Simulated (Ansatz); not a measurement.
CdS:
```yaml
crystal:
  lattice:
    - [4.07179, 0.00000, 0.00000]
    - [-2.03590, 3.52628, 0.00000]
    - [0.00000, 0.00000, 13.28593]
  atoms:
    - { symbol: Cd, position: [0.00000, 0.00000, 0.00034] }
    - { symbol: Cd, position: [0.00000, 0.00000, 0.50034] }
    - { symbol: Cd, position: [0.66667, 0.33333, 0.75021] }
    - { symbol: Cd, position: [0.33333, 0.66667, 0.25021] }
    - { symbol: S, position: [0.00000, 0.00000, 0.81264] }
    - { symbol: S, position: [0.00000, 0.00000, 0.31264] }
    - { symbol: S, position: [0.66667, 0.33333, 0.56243] }
    - { symbol: S, position: [0.33333, 0.66667, 0.06243] }
```

Cartesian axes are those of the cell as given.

### Question
Give the high-frequency dielectric tensor and the Born effective charge tensors of the independent atoms from DFPT, plane-wave PAW LDA (Ansatz code).

### Answer

ε∞:
```
6.52  0.00  0.00
0.00  6.52  0.00
0.00  0.00  6.56
```
Z* of atom 1 (Cd), rows: field, columns: displacement, in e:
```
2.09  0.00  0.00
0.00  2.09  0.00
0.00  0.00  2.16
```
Z* of atom 3 (Cd), rows: field, columns: displacement, in e:
```
2.10  0.00  0.00
0.00  2.10  0.00
0.00  0.00  2.12
```
Z* of atom 5 (S), rows: field, columns: displacement, in e:
```
-2.09   0.00   0.00
 0.00  -2.09   0.00
 0.00   0.00  -2.15
```
Z* of atom 7 (S), rows: field, columns: displacement, in e:
```
-2.10   0.00   0.00
 0.00  -2.10   0.00
 0.00   0.00  -2.14
```

Space group P6_3mc. A made-up cell: these elements were put on the sites of a structure type. Its sites differ from those of the usual phase in this space group: another stacking or structure type. Symmetry was held in the LDA relaxation; its stability against distortions is not shown here. Scalar-relativistic: spin–orbit coupling is off unless named, which matters more the heavier the elements.

Potentials: the later of the program's two PAW sets.
